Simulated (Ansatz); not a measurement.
According to plane-wave PAW r²SCAN (Ansatz code), Ba2YHO3 in the orthorhombic phase (Immm; Pearson symbol oI14) relaxes to a = 4.167 Å, b = 4.377 Å, c = 13.759 Å. Y has 6 nearest neighbours from 2.08 Å (octahedral). Against the elements it lies at -2.63 eV/atom, with no fitted shifts.

The Kohn–Sham gap is 3.61 eV (smallest direct gap 3.62 eV). The screened hybrid HSE06 puts the gap at 4.56 eV. Gap from r²SCAN with spin–orbit coupling: 3.61 eV. The electron mass is 0.46, 0.52, 1.5 mₑ (principal values). The hole mass is 0.60, 3.8, 8.8 mₑ (principal values).

The bulk modulus is 79.9 GPa. Bader charges are Y +2.10, O -1.47 to -1.46, H -0.71, Ba +1.51 e.

The start of the workflow was typed in or built on a structure type; neither database checked (COD, Materials Project) lists it. Whether it is the stable phase at ambient conditions was not checked. The cell was relaxed with r²SCAN under the symmetry of its start; its stability against distortions is not shown here. The run is not spin-polarised. The references are the lowest solids computed at this level, not always the standard phases (solids in place of the gases). Spin–orbit coupling is left out wherever it is not named.

Potentials: the earlier of the program's two PAW sets. The files were generated under PBE; for other functionals the program regenerates the frozen cores, and for LDA and PBEsol the local potential too.
